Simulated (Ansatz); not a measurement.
Consider the following.

YZn:
Space group Pm-3m (No. 221); a = b = c = 3.5206 Å, α = β = γ = 90.00°

| atom | site | symmetry | x | y | z |
|---|---|---|---|---|---|
| Zn | 1b | m-3m | 0.5000 | 0.5000 | 0.5000 |
| Y | 1a | m-3m | 0.0000 | 0.0000 | 0.0000 |

This is the PBEsol-relaxed structure.

### Question
All from PBEsol in the plane-wave PAW code Ansatz, unless another level is named. Estimate the Hill bulk and shear moduli.

### Answer
66.6 and 35.0 GPa.

### Question
And the elastic constants (relaxed ions, GPa)?

### Answer
C11 = 96.8, C12 = 51.6, C44 = 46.9.

### Question
Next, the highest zone-centre frequency?

### Answer
148 cm^-1.

The workflow started from an entry of the Crystallography Open Database (COD). Whether it is the stable phase at ambient conditions was not checked. The cell was relaxed with PBEsol under the symmetry of its start; of distortions, only those at the zone centre were tested. The run is not spin-polarised. As this level gives no gap, shear constants depend on the k-mesh and smearing (Fermi–Dirac, 0.1 eV here). As this level gives no gap, phonon frequencies hold no LO–TO term and depend on the k-mesh and smearing (Fermi–Dirac, 0.1 eV here).

Potentials: the later of the program's two PAW sets.
